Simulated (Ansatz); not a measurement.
Ti (Fm-3m), random displacements

Computed with DFT LDA, scalar-relativistic, plane waves, PAW in Ansatz 0.2.0. Cutoff 420 eV, Γ-centred 10×10×10 k-points, Gaussian smearing of 0.15 eV. No spin polarisation. Energies are free energies at this smearing, counted from the undisturbed cell; pressure is positive in compression.

The starting cell (as given, not relaxed at this level; this fcc form isn't the usual structure):

```yaml
crystal:
  lattice:
    - [4.06000, -4.06000, 0.00000]
    - [4.06000, 0.00000, 4.06000]
    - [0.00000, -4.06000, 4.06000]
  atoms:
    - { symbol: Ti, position: [0.50000, 0.00000, 0.00000] }
    - { symbol: Ti, position: [0.50000, 0.00000, 0.50000] }
    - { symbol: Ti, position: [0.50000, 0.50000, 0.00000] }
    - { symbol: Ti, position: [0.50000, 0.50000, 0.50000] }
    - { symbol: Ti, position: [0.00000, 0.00000, 0.00000] }
    - { symbol: Ti, position: [0.00000, 0.00000, 0.50000] }
    - { symbol: Ti, position: [0.00000, 0.50000, 0.00000] }
    - { symbol: Ti, position: [0.00000, 0.50000, 0.50000] }
```

The atoms are displaced (Å, in the unstrained cell):

| atom | ux | uy | uz |
| --- | --- | --- | --- |
| Ti1 | -0.029 | 0.025 | 0.010 |
| Ti2 | -0.011 | 0.026 | 0.010 |
| Ti3 | 0.015 | 0.016 | 0.037 |
| Ti4 | -0.015 | 0.008 | 0.004 |
| Ti5 | -0.031 | -0.032 | -0.020 |
| Ti6 | 0.058 | -0.011 | 0.007 |
| Ti7 | 0.036 | 0.002 | -0.023 |
| Ti8 | -0.024 | -0.035 | -0.025 |

The cell is not strained.

**Question.** What are the energy change, the stress and the forces?

**Answer.** ΔE = 4.2 meV/atom; stress (xx, yy, zz, yz, xz, xy; compression positive) (-4.64, -4.84, -4.64, 0.04, 0.03, 0.02) GPa.
```
atom Fx (eV/Å) Fy Fz
 Ti1       0.20  -0.06  -0.02
 Ti2       0.06  -0.15  -0.07
 Ti3      -0.11  -0.09  -0.20
 Ti4       0.12  -0.02  -0.01
 Ti5       0.05   0.13   0.15
 Ti6      -0.29   0.07  -0.07
 Ti7      -0.13   0.01   0.07
 Ti8       0.10   0.11   0.15
```

Cost: 1 run of about 4.1 core-minutes, on Intel Xeon Platinum 8488C (Sapphire Rapids) (shared hosts).